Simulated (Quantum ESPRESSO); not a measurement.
# Planted mistakes on one cell of Ti3TaO7N

Calculated results; nothing here was measured. They come from pw.x of Quantum ESPRESSO 7.5, a plane-wave density functional program, with PseudoDojo standard norm-conserving files (v0.5 for PBE, v0.4.1 for LDA and PBEsol). The cells are made up: elements, strain and atom displacements were drawn at random, and nothing was relaxed. There is no spin polarisation, spin-orbit coupling or dispersion term.

The cell has 12 sites of a fluorite lattice. Sites 1 to 4 hold Ti Ti Ta Ti; sites 5 to 12 hold O O O O O N O O. Cell vectors in Å: (4.950, 0.000, 0.000); (0.000, 4.950, 0.000); (0.000, 0.000, 4.950). Settings: PBE, cutoff 1143 eV, 5 x 5 x 5 k mesh shifted by half a step, Fermi-Dirac smearing of 0.025 eV.

The intended run has a self-consistency threshold of 1e-07 eV, a smearing term of 0.000 eV, a pressure of -8.61 GPa and 24 iterations. Each further run changes one thing: atoms of sites 3 and 4 exchanged; cutoff 604 eV; k mesh 2 x 2 x 2; smearing 0.84 eV; threshold 0.7 eV. A coarse mesh keeps the shift, and a charged cell sits in a uniform background.

```
run  change of free energy (eV)  smearing term -TS (eV)  change of P (GPa)  largest change of a force component (eV/Å)  iterations
  A                       0.415                   0.000              -0.10                                       0.274           9
  B                      -4.152                 -10.486               9.51                                       1.328          19
  C                      13.526                   0.000             -72.06                                       0.542          21
  D                      -0.421                   0.000              -0.84                                       0.215          22
  E                      -0.030                   0.000               0.70                                       0.606          22
```

A rerun of the intended cell at 1437 eV and k mesh 7 x 7 x 7 moved values by no more than 0.002 eV in the cell's energy, 0.05 GPa in stress and 0.005 eV/Å in force.

Question: which change belongs to which run?

## Worked reading

Run A has the fewest iterations, as a run stopped early does. Run B has the largest smearing term, as wide smearing gives. Run C has a higher energy and the largest fall in pressure, as too small a basis gives. Energies from files of another functional, or of a charged cell, have another zero and say nothing on stability; the pressure of a charged cell rests on the program's zero of potential too.

## Key

```
run,change
A,threshold 0.7 eV
B,smearing 0.84 eV
C,cutoff 604 eV
D,k mesh 2 x 2 x 2
E,atoms of sites 3 and 4 exchanged
```